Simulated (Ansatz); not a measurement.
SnGe:
```cif
data_Ge2Sn2
_chemical_formula_sum 'Ge2 Sn2'
_space_group_name_H-M_alt 'P 1'
_space_group_IT_number 1
_cell_length_a 4.36848
_cell_length_b 4.40477
_cell_length_c 6.26183
_cell_angle_alpha 90.000
_cell_angle_beta 90.000
_cell_angle_gamma 90.000
loop_
_space_group_symop_operation_xyz
  'x, y, z'
loop_
_atom_site_label
_atom_site_type_symbol
_atom_site_fract_x
_atom_site_fract_y
_atom_site_fract_z
_atom_site_occupancy
Ge1 Ge 0.75000 0.00000 0.89033 1
Ge2 Ge 0.25000 0.00000 0.10967 1
Sn1 Sn 0.25000 0.50000 0.35690 1
Sn2 Sn 0.75000 0.50000 0.64310 1
```

Relaxed with PBE.

Task: Which orbitals make up the states near the Fermi level in the program Ansatz at the PBE level (PAW)?

Result: Within 0.5 eV of the Fermi level: Sn 5p 49 %, Ge 4p 35 %, Ge 4s 10 %. Projections are on Löwdin-orthogonalised atomic valence shells; empty p or d shells of many metals are not among them.

Task: Tabulate the density of states.

Result: States/eV per cell of 4 atoms, in 0.25 eV bins, energy from the Fermi level.

```
E (eV)  total  Ge 4p  Sn 5p  Sn 5s
------  -----  -----  -----  -----
-7.85    0.05   0.01   0.01   0.02
-7.60    0.53   0.09   0.08   0.19
-7.35    1.04   0.17   0.17   0.36
-7.10    1.34   0.23   0.24   0.45
-6.85    1.80   0.32   0.36   0.54
-6.60    2.05   0.41   0.44   0.63
-6.35    1.58   0.37   0.31   0.59
-6.10    1.27   0.30   0.24   0.50
-5.85    1.07   0.25   0.20   0.42
-5.60    0.94   0.22   0.17   0.37
-5.35    0.78   0.19   0.14   0.30
-5.10    0.63   0.16   0.11   0.24
-4.85    0.53   0.14   0.08   0.20
-4.60    0.46   0.14   0.07   0.17
-4.35    0.42   0.13   0.06   0.15
-4.10    0.37   0.12   0.05   0.12
-3.85    0.31   0.12   0.04   0.09
-3.60    0.29   0.13   0.05   0.06
-3.35    2.49   1.28   1.05   0.08
-3.10    2.91   1.42   1.28   0.10
-2.85    2.74   1.40   1.15   0.10
-2.60    3.30   1.83   1.27   0.10
-2.35    3.60   2.00   1.40   0.10
-2.10    3.51   1.92   1.42   0.09
-1.85    2.80   1.44   1.24   0.06
-1.60    2.43   1.08   1.25   0.04
-1.35    2.65   1.10   1.45   0.04
-1.10    1.97   0.81   1.09   0.02
-0.85    1.57   0.57   0.94   0.02
-0.60    1.35   0.42   0.89   0.01
-0.35    0.84   0.26   0.54   0.01
-0.10    0.41   0.14   0.23   0.00
0.15     0.30   0.11   0.09   0.02
0.40     0.60   0.25   0.15   0.05
0.65     0.90   0.40   0.20   0.07
0.90     1.48   0.59   0.39   0.17
1.15     2.20   0.78   0.68   0.27
1.40     3.46   1.15   1.17   0.43
1.65     2.94   0.94   1.01   0.47
1.90     2.73   0.94   0.88   0.47
2.15     2.51   0.88   0.81   0.38
2.40     1.58   0.53   0.58   0.19
2.65     2.12   0.75   0.80   0.22
2.90     2.52   0.98   0.94   0.22
3.15     3.24   1.28   1.32   0.16
3.40     3.44   1.18   1.58   0.15
3.65     3.10   1.07   1.39   0.15
3.90     2.68   0.98   1.13   0.10
4.15     2.95   1.03   1.20   0.08
4.40     3.29   1.14   1.22   0.10
4.65     2.68   0.94   0.90   0.07
```

Space group Pmma. The start of the workflow was typed in or built on a structure type; neither database checked (COD, Materials Project) lists it. Whether it is the stable phase at ambient conditions was not checked. Symmetry was held in the PBE relaxation; its stability against distortions is not shown here. Spin–orbit coupling is left out wherever it is not named.

Potentials: the later of the program's two PAW sets.
